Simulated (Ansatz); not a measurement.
One crystal and one scan (generalised stacking-fault energy along a line) at two levels, PBE (plane waves to 420 eV, PAW, scalar-relativistic; Ansatz, a first-principles code) and PBEsol (plane waves to 420 eV, PAW, scalar-relativistic; Ansatz), each from its own relaxed cell and on its own mesh.

The crystal is CaF₂ (fluorite); the crystal slips on the {100} plane by s times a lattice vector of 3.90 Å, atoms relaxing along the normal only, γ being the energy change per area.

E is the zero-smearing estimate. CaF2 was relaxed with its symmetry unable to fall. The PAW data are Ansatz's earlier set. Faults lie only 8.1 Å apart, and holding the cell height raises γ above its relaxed value. Faults lie only 8.3 Å apart, and holding the cell height raises γ above its relaxed value. Some relaxations began with atoms very close together and may have settled on another branch. Both scans cover s from 0.000 to 0.917.

```json
[
 {"quantity": "Lattice constant a (Å)", "run 1": "5.511", "run 2": "5.420"},
 {"quantity": "Band gap of the relaxed cell, no spin-orbit coupling (eV)", "run 1": "7.14", "run 2": "7.25"},
 {"quantity": "Highest computed γ on the line (mJ/m²)", "run 1": "1111", "run 2": "1242"},
 {"quantity": "Steepest slope dγ/d(shift) before the first maximum (spline) (GPa)", "run 1": "8.4", "run 2": "9.4"}
]
```

Question: Which run is which level?

Answer: Run 1 is PBE, run 2 is PBEsol. PBE gives the higher value for: lattice constant a. PBE gives the lower value for: highest computed γ on the line; steepest slope dγ/d(shift) before the first maximum. They agree on: band gap of the relaxed cell, no spin-orbit coupling (within 1.5 %). Both give the same position of the highest point: s = 0.500.

(The slope of γ gives the shear force per area between the displaced halves; near zero shift its curvature is an elastic stiffness.)
